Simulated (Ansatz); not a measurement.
A geometry of Zr away from equilibrium: step 2 of the relaxation of a relaxed Zr cell shaken by Gaussian noise of σ = 0.08 Å a coordinate. Computed with r2SCAN (plane waves to 500 eV, PAW, scalar-relativistic; Ansatz, a quantum-chemistry and plane-wave program). Γ-centred k-mesh 6×6×6 on the run's cell (coarser than for final values), Fermi–Dirac smearing 0.05 eV.

```
CELL_PARAMETERS angstrom
      5.64006     0.00883    -0.01597
      0.00883     5.72171     0.02135
     -0.01597     0.02135     5.68343
ATOMIC_POSITIONS crystal
  Zr 0.24614 0.01006 0.50990
  Zr 0.73961 0.00059 0.48633
  Zr 0.98399 0.49623 0.25093
  Zr 0.99591 0.51666 0.75397
  Zr 0.50583 0.25184 0.01021
  Zr 0.50401 0.75710 0.99633
  Zr 0.01139 0.00598 0.00193
  Zr 0.48484 0.50568 0.50622
```

Which atoms carry the largest force, and which way does it point?

0.21 eV/Å, on Zr5 (atoms numbered as listed); on Zr5 its components are (-0.04, 0.20, 0.03).

What is the pressure?

+0.8 GPa, compression positive.

No spin polarisation in the result.

The end of the path is a generated cell of Zr: the first start was made by placing the elements on the sites of a structure type, and the end was not matched to a known phase here, so it may be hypothetical. Known forms of Zr include space group No. 194.
